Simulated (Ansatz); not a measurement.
Relaxation of a relaxed W cell, doubled along one cell vector, shaken by Gaussian noise of σ = 0.08 Å a coordinate; 6 atoms in the cell, which starts as P1 (No. 1), aP6; a = 5.140 Å, b = c = 5.249 Å, α = 120.00°, β = γ = 90.00°. Computed with PBEsol (plane waves to 420 eV, PAW, scalar-relativistic; Ansatz, an electronic-structure program). Γ-centred k-mesh 7×7×7 on the run's cell (coarser than for final values), Fermi–Dirac smearing 0.05 eV. This is the first round of the run. 

The optimiser's lines from the output (shortened; P is positive under compression):

```
relax step   1: F+E_penalty+E_count = -61534.14619231 eV  Δ(F+E_penalty+E_count) = +0.000e0 eV  max|allowed force component| = 2.324e0 eV/Å  Δτ_max = 0.0000 Å  P = +2.105 GPa  Ω = 122.625 Å³  (8 SCF iters, dr2 threshold 1.00e-7 eV, accepted)
relax step   2: F+E_penalty+E_count = -61535.34747962 eV  Δ(F+E_penalty+E_count) = -1.201e0 eV  max|allowed force component| = 1.701e0 eV/Å  Δτ_max = 0.1948 Å  P = -0.226 GPa  Ω = 120.419 Å³  (8 SCF iters, dr2 threshold 6.00e-7 eV, accepted)
relax step   3: F+E_penalty+E_count = -61536.84687120 eV  Δ(F+E_penalty+E_count) = -1.499e0 eV  max|allowed force component| = 2.830e0 eV/Å  Δτ_max = 0.1959 Å  P = -1.620 GPa  Ω = 116.821 Å³  (7 SCF iters, dr2 threshold 6.00e-7 eV, accepted)
relax step   4: F+E_penalty+E_count = -61538.53910649 eV  Δ(F+E_penalty+E_count) = -1.692e0 eV  max|allowed force component| = 2.301e0 eV/Å  Δτ_max = 0.1952 Å  P = -7.161 GPa  Ω = 112.358 Å³  (7 SCF iters, dr2 threshold 6.00e-7 eV, accepted)
relax step   5: F+E_penalty+E_count = -61540.73472719 eV  Δ(F+E_penalty+E_count) = -2.196e0 eV  max|allowed force component| = 1.884e0 eV/Å  Δτ_max = 0.1955 Å  P = -12.004 GPa  Ω = 105.846 Å³  (6 SCF iters, dr2 threshold 6.00e-7 eV, accepted)
relax step   6: F+E_penalty+E_count = -61542.04906496 eV  Δ(F+E_penalty+E_count) = -1.314e0 eV  max|allowed force component| = 9.067e-1 eV/Å  Δτ_max = 0.2000 Å  P = -15.805 GPa  Ω = 102.396 Å³  (6 SCF iters, dr2 threshold 6.00e-7 eV, accepted)
relax step   7: F+E_penalty+E_count = -61543.38209466 eV  Δ(F+E_penalty+E_count) = -1.333e0 eV  max|allowed force component| = 1.660e0 eV/Å  Δτ_max = 0.1901 Å  P = -7.668 GPa  Ω = 98.035 Å³  (6 SCF iters, dr2 threshold 6.00e-7 eV, accepted)
relax step   8: F+E_penalty+E_count = -61544.64030836 eV  Δ(F+E_penalty+E_count) = -1.258e0 eV  max|allowed force component| = 2.576e0 eV/Å  Δτ_max = 0.1973 Å  P = +1.940 GPa  Ω = 94.583 Å³  (6 SCF iters, dr2 threshold 6.00e-7 eV, accepted)
relax step   9: F+E_penalty+E_count = -61545.49156884 eV  Δ(F+E_penalty+E_count) = -8.513e-1 eV  max|allowed force component| = 1.233e-1 eV/Å  Δτ_max = 0.1631 Å  P = -0.979 GPa  Ω = 94.449 Å³  (6 SCF iters, dr2 threshold 6.00e-7 eV, accepted)
relax step  10: F+E_penalty+E_count = -61545.50389134 eV  Δ(F+E_penalty+E_count) = -1.232e-2 eV  max|allowed force component| = 1.423e-2 eV/Å  Δτ_max = 0.0086 Å  P = -0.240 GPa  Ω = 94.223 Å³  (5 SCF iters, dr2 threshold 6.00e-7 eV, accepted)
relax step  11: F+E_penalty+E_count = -61545.50433037 eV  Δ(F+E_penalty+E_count) = -4.390e-4 eV  max|allowed force component| = 2.598e-3 eV/Å  Δτ_max = 0.0013 Å  P = -0.058 GPa  Ω = 94.169 Å³  (4 SCF iters, dr2 threshold 6.00e-7 eV, accepted)
relax step  12: F+E_penalty+E_count = -61545.50434241 eV  Δ(F+E_penalty+E_count) = -1.204e-5 eV  max|allowed force component| = 2.586e-4 eV/Å  Δτ_max = 0.0002 Å  P = -0.002 GPa  Ω = 94.153 Å³  (3 SCF iters, dr2 threshold 1.69e-8 eV, accepted)
relax step  13: F+E_penalty+E_count = -61545.49904934 eV  Δ(F+E_penalty+E_count) = +5.293e-3 eV  max|allowed force component| = 2.822e-4 eV/Å  Δτ_max = 0.0000 Å  P = -0.035 GPa  Ω = 94.153 Å³  stress off target by 4.96e-2 GPa  SCF on the basis re-selected at this cell (its energy is not comparable with the rows above)  (6 SCF iters)
relax step  14: F+E_penalty+E_count = -61545.49905661 eV  Δ(F+E_penalty+E_count) = -7.267e-6 eV  max|allowed force component| = 5.795e-5 eV/Å  Δτ_max = 0.0000 Å  P = -0.001 GPa  Ω = 94.143 Å³  (3 SCF iters, dr2 threshold 6.15e-9 eV, accepted)
relax step  15: F+E_penalty+E_count = -61545.49905243 eV  Δ(F+E_penalty+E_count) = +4.179e-6 eV  max|allowed force component| = 6.075e-5 eV/Å  Δτ_max = 0.0000 Å  P = -0.001 GPa  Ω = 94.143 Å³  stress off target by 1.81e-3 GPa  SCF on the basis re-selected at this cell (its energy is not comparable with the rows above)  (3 SCF iters)
```

From the first to the last row the energy changes by -1.89 eV/atom and the volume by -23.2 %. The last row is marked as not comparable with the walk above it, whose basis was carried along; it does compare with step 1, since both stand on a basis selected at the nominal cutoff for their own cell.

Later rounds, restarted from the end of this one on a renewed k-mesh, logged 9 more steps and released under 0.01 eV/atom more. The final structure after all rounds: Im-3m (No. 229), cI2, bcc (W type); a = 3.1545 Å, b = 3.1545 Å, c = 3.1545 Å, α = 90.00°, β = 90.00°, γ = 90.00°. Between re-selections the logged energies stand on a plane-wave basis carried along with the cell. No spin polarisation in the result.

Of the parent cell (P6/mmm (No. 191)): it is a generated cell of W: the first start was made by placing the elements on the sites of a structure type, and the end was not matched to a known phase here, so it may be hypothetical. Known forms of W include space group No. 229.
